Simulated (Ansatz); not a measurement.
## Profile along the Yb–Yb line in Yb (fcc, Cu type)

Yb (fcc, Cu type), conventional cell a = b = c = 5.223 Å, α = β = γ = 90.00°. The calculation uses the primitive cell of 1 atom, to which meshes and values per cell refer.

Fields along a shortest Yb–Yb line of a {100} plane (3.69 Å), from Yb to Yb, interpolated on the slice's grid (step about 0.1 Å). The numbers are results of PBE (plane waves to 420 eV, PAW, scalar-relativistic; Ansatz, an electronic-structure program), not measurements. k mesh 15×15×15. These are valence fields of a PAW run, semicore shells included where kept as valence: close to a nucleus they are smooth pseudo fields. The PAW data are Ansatz's earlier set. The relaxed volume of Yb is well below the measured one. Yb is run without spin polarisation. Yb was relaxed with its symmetry unable to fall. The f-shell state is unchecked: a lower one may exist.

| distance from Yb (Å) | valence electron density (e/Å³) | electron localisation function |
|---|---|---|
| 0.00 | 53.11 | x |
| 0.37 | 20.70 | x |
| 0.74 | 2.63 | 0.69 |
| 1.11 | 0.34 | 0.22 |
| 1.48 | 0.10 | 0.09 |
| 1.84 | 0.08 | 0.20 |
| 2.21 | 0.10 | 0.09 |
| 2.58 | 0.34 | 0.22 |
| 2.95 | 2.63 | 0.69 |
| 3.32 | 20.70 | x |
| 3.69 | 53.11 | x |

x: too close to a nucleus for the ELF to mean much.

Density on the Yb–Yb line (3.69 Å) at its midpoint: 0.08 e/Å³. ELF at that point: 0.20.
